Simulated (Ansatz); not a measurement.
**Data sheet: SnS2 (DFT)**

SnS2:
```
SnS2
1.0
    3.61627     0.00000     0.00000
   -1.80813     3.13178     0.00000
    0.00000     0.00000    14.07395
Sn S
2 4
Direct
  0.33333   0.66667   0.25000
  0.66667   0.33333   0.75000
  0.33333   0.66667   0.63520
  0.66667   0.33333   0.13520
  0.66667   0.33333   0.36480
  0.33333   0.66667   0.86480
```

Space group P6_3/mmc (No. 194); conventional cell a = b = 3.6163 Å, c = 14.0739 Å, α = β = 90.00°, γ = 120.00°.

Method: PBE (plane waves, PAW; program Ansatz). Geometry: relaxed at this level of theory. Other levels are named where they apply.

### Cell and energy

* **Volume per atom**: 26.57 Å³
* **Density**: 3.81 g/cm³
* **Formation energy from the elements (no fitted shifts)**: -0.10 eV/atom

### Electronic structure

Band gap: 0.62 eV (indirect)
Valence-band maximum: on the Γ–A line, 4 % of the way from Γ
Conduction-band minimum: at M (3 equivalent valleys)
Smallest direct gap on the standard path: 0.77 eV
Electron effective mass: 0.29, 0.60, 0.91 mₑ (principal values)
HSE06 gap on the PBE cell: 1.33 eV

The cell is a constructed one: a structure type filled with these elements; neither database checked (COD, Materials Project) lists it. It is not the phase usual at ambient conditions (space group No. 164). Symmetry was held in the PBE relaxation; whether a distortion lowers the energy is not shown. A crystal of weakly bound layers computed without a dispersion correction: the cell and the soft elastic constants depend strongly on that. The references are the lowest solids computed at this level, not always the standard phases. Scalar-relativistic: spin–orbit coupling is off unless named, which matters more the heavier the elements.

Potentials: the later of the program's two PAW sets.
